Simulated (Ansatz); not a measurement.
**CuAu₃: computed DOS**

```
Cu Au
1.0
     3.98000    0.00000    0.00000
     0.00000    3.98000    0.00000
     0.00000    0.00000    3.98000
Cu Au
1 3
Direct
  0.00000 0.00000 0.00000
  0.00000 0.50000 0.50000
  0.50000 0.00000 0.50000
  0.50000 0.50000 0.00000
```

Conventional cell: a = 3.980 Å, b = 3.980 Å, c = 3.980 Å, α = 90.00°, β = 90.00°, γ = 90.00°. Around Cu (atom 1) lie 12 Au at 2.81 Å. Au (atom 2) is surrounded by 4 Cu at 2.81 Å and 8 Au at 2.81 Å.

The cell comes from COD entry 1510492, which wasn't checked; take it as a given geometry.

Spin–orbit coupling is left out, though it moves levels of the heavy atoms by tenths of an eV or more.

Level of theory: DFT, LDA, all-electron LAPW, scalar-relativistic in Ansatz 0.2.0.

Settings: a Γ-centred 9×9×9 k mesh, Fermi–Dirac smearing of 0.05 eV, basis error target 1 meV/atom, no spin polarisation.

Q: Where is the centre of the filled Au 5d states between -14 eV and the top of the filled states?

A: -4.38 eV from the Fermi level.

Q: Tabulate the density of states.

A: States per eV and cell, averaged over 0.4 eV, from -10.2 to 6.8 eV, with energies (bin centres) from the Fermi level; empty bins are left out. The partial columns, the largest 3 alone, are projections on Löwdin-orthogonalised atomic shells (those that the program's projection atoms carry: the occupied ones and, for some elements, an empty d or f shell; other empty shells have no column), summed over atoms of an element. Weights on diffuse s and p shells depend on that basis and aren't pure angular character.
```json
{"E (eV)": "-10.1", "total": "0.01", "Au 5d": "0.00", "Cu 3d": "0.00", "Au 6s": "0.00"}
{"E (eV)": "-9.7", "total": "0.15", "Au 5d": "0.00", "Cu 3d": "0.00", "Au 6s": "0.12"}
{"E (eV)": "-9.3", "total": "0.28", "Au 5d": "0.01", "Cu 3d": "0.00", "Au 6s": "0.21"}
{"E (eV)": "-8.9", "total": "0.39", "Au 5d": "0.02", "Cu 3d": "0.00", "Au 6s": "0.29"}
{"E (eV)": "-8.5", "total": "0.53", "Au 5d": "0.05", "Cu 3d": "0.00", "Au 6s": "0.39"}
{"E (eV)": "-8.1", "total": "0.79", "Au 5d": "0.12", "Cu 3d": "0.00", "Au 6s": "0.57"}
{"E (eV)": "-7.7", "total": "1.05", "Au 5d": "0.26", "Cu 3d": "0.01", "Au 6s": "0.69"}
{"E (eV)": "-7.3", "total": "1.83", "Au 5d": "1.02", "Cu 3d": "0.04", "Au 6s": "0.68"}
{"E (eV)": "-6.9", "total": "3.02", "Au 5d": "2.07", "Cu 3d": "0.06", "Au 6s": "0.57"}
{"E (eV)": "-6.5", "total": "7.07", "Au 5d": "5.47", "Cu 3d": "0.22", "Au 6s": "0.89"}
{"E (eV)": "-6.1", "total": "7.69", "Au 5d": "6.78", "Cu 3d": "0.26", "Au 6s": "0.48"}
{"E (eV)": "-5.7", "total": "4.94", "Au 5d": "4.52", "Cu 3d": "0.16", "Au 6s": "0.17"}
{"E (eV)": "-5.3", "total": "5.72", "Au 5d": "5.22", "Cu 3d": "0.19", "Au 6s": "0.21"}
{"E (eV)": "-4.9", "total": "7.46", "Au 5d": "6.72", "Cu 3d": "0.29", "Au 6s": "0.28"}
{"E (eV)": "-4.5", "total": "6.01", "Au 5d": "5.25", "Cu 3d": "0.32", "Au 6s": "0.28"}
{"E (eV)": "-4.1", "total": "7.63", "Au 5d": "6.41", "Cu 3d": "0.81", "Au 6s": "0.29"}
{"E (eV)": "-3.7", "total": "8.26", "Au 5d": "6.73", "Cu 3d": "1.09", "Au 6s": "0.33"}
{"E (eV)": "-3.3", "total": "8.00", "Au 5d": "6.57", "Cu 3d": "1.05", "Au 6s": "0.21"}
{"E (eV)": "-2.9", "total": "5.89", "Au 5d": "3.76", "Cu 3d": "1.60", "Au 6s": "0.19"}
{"E (eV)": "-2.5", "total": "4.19", "Au 5d": "2.14", "Cu 3d": "1.68", "Au 6s": "0.10"}
{"E (eV)": "-2.1", "total": "12.31", "Au 5d": "3.79", "Cu 3d": "8.31", "Au 6s": "0.10"}
{"E (eV)": "-1.7", "total": "11.80", "Au 5d": "4.45", "Cu 3d": "7.02", "Au 6s": "0.20"}
{"E (eV)": "-1.3", "total": "1.52", "Au 5d": "0.50", "Cu 3d": "0.68", "Au 6s": "0.23"}
{"E (eV)": "-0.9", "total": "1.42", "Au 5d": "0.43", "Cu 3d": "0.42", "Au 6s": "0.31"}
{"E (eV)": "-0.5", "total": "1.39", "Au 5d": "0.32", "Cu 3d": "0.32", "Au 6s": "0.31"}
{"E (eV)": "-0.1", "total": "0.82", "Au 5d": "0.23", "Cu 3d": "0.08", "Au 6s": "0.25"}
{"E (eV)": "0.3", "total": "0.88", "Au 5d": "0.24", "Cu 3d": "0.04", "Au 6s": "0.31"}
{"E (eV)": "0.7", "total": "1.29", "Au 5d": "0.30", "Cu 3d": "0.06", "Au 6s": "0.46"}
{"E (eV)": "1.1", "total": "1.16", "Au 5d": "0.22", "Cu 3d": "0.05", "Au 6s": "0.41"}
{"E (eV)": "1.5", "total": "1.12", "Au 5d": "0.17", "Cu 3d": "0.04", "Au 6s": "0.38"}
{"E (eV)": "1.9", "total": "1.11", "Au 5d": "0.14", "Cu 3d": "0.03", "Au 6s": "0.35"}
{"E (eV)": "2.3", "total": "1.03", "Au 5d": "0.11", "Cu 3d": "0.02", "Au 6s": "0.33"}
{"E (eV)": "2.7", "total": "0.88", "Au 5d": "0.08", "Cu 3d": "0.02", "Au 6s": "0.29"}
{"E (eV)": "3.1", "total": "1.11", "Au 5d": "0.10", "Cu 3d": "0.02", "Au 6s": "0.46"}
{"E (eV)": "3.5", "total": "1.30", "Au 5d": "0.11", "Cu 3d": "0.02", "Au 6s": "0.53"}
{"E (eV)": "3.9", "total": "1.09", "Au 5d": "0.08", "Cu 3d": "0.01", "Au 6s": "0.37"}
{"E (eV)": "4.3", "total": "1.04", "Au 5d": "0.06", "Cu 3d": "0.01", "Au 6s": "0.27"}
{"E (eV)": "4.7", "total": "1.12", "Au 5d": "0.05", "Cu 3d": "0.01", "Au 6s": "0.23"}
{"E (eV)": "5.1", "total": "1.36", "Au 5d": "0.05", "Cu 3d": "0.01", "Au 6s": "0.26"}
{"E (eV)": "5.5", "total": "1.53", "Au 5d": "0.05", "Cu 3d": "0.01", "Au 6s": "0.29"}
{"E (eV)": "5.9", "total": "1.38", "Au 5d": "0.04", "Cu 3d": "0.01", "Au 6s": "0.32"}
{"E (eV)": "6.3", "total": "1.34", "Au 5d": "0.03", "Cu 3d": "0.01", "Au 6s": "0.25"}
{"E (eV)": "6.7", "total": "1.42", "Au 5d": "0.03", "Cu 3d": "0.00", "Au 6s": "0.24"}
```
